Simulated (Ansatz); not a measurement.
MgS (rock salt, Fm-3m), a = b = c = 5.2297 Å, α = β = γ = 90.00°; the cell used has 2 atoms.

Relaxed with PBE.

Q: Give the optical modes at the zone centre with their infrared and Raman activity from DFPT, plane-wave PAW PBE (Ansatz code).

A: Transverse frequencies, without the LO–TO term; a row sums one degenerate level.

| ω (cm⁻¹) | degeneracy | IR ((D/Å)²/amu) | Raman (Å⁴/amu) | activity | symmetry |
|---|---|---|---|---|---|
| 224 | 3 | 27.54 | 0 | IR | T1u |

Q: How high does the top mode go among those that the LO–TO term moves?

A: 389 cm⁻¹ for q along x.

The cell was relaxed with PBE under the symmetry of its start; phonons on a q-mesh show no instability.

Potentials: the later of the program's two PAW sets.
